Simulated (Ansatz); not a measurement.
**SnO: zone-centre modes**

Method: DFT PBEsol, scalar-relativistic, plane waves, PAW in Ansatz 0.2.0. The runs took a 420 eV cutoff, a Γ-centred 10×10×4 mesh and Gaussian smearing (0.15 eV). No spin polarisation.

Zero of the scan (relaxed at this level):

```
CELL_PARAMETERS angstrom
2.69046 -2.69048 0.00000
2.69046 2.69048 0.00000
0.00000 0.00000 9.49482
ATOMIC_POSITIONS crystal
Sn 0.99919 0.00081 0.99986
Sn 0.00081 0.99919 0.49986
Sn 0.50081 0.49919 0.25714
Sn 0.49919 0.50081 0.75714
O 0.00078 0.49922 0.37850
O 0.99922 0.50078 0.87850
O 0.50078 0.99922 0.37850
O 0.49922 0.00078 0.87850
```

Harmonic modes by finite displacements of 0.02 Å, without the LO–TO term.

Task: At this geometry, is the structure stable against these modes?

Result: Yes: no mode is imaginary beyond 10 cm⁻¹, and only the three translations lie near zero.

Task: List the wavenumbers in cm⁻¹.

Result: 0, 0, 0, 48, 48, 56, 109, 109, 113, 113, 199, 206, 265, 265, 271, 271, 337, 346, 363, 441, 441, 457, 457, 503.

Cost: 1 run of about 23 core-minutes, on Intel Xeon Processor @ 2.50GHz (Skylake/Cascade Lake) (shared hosts).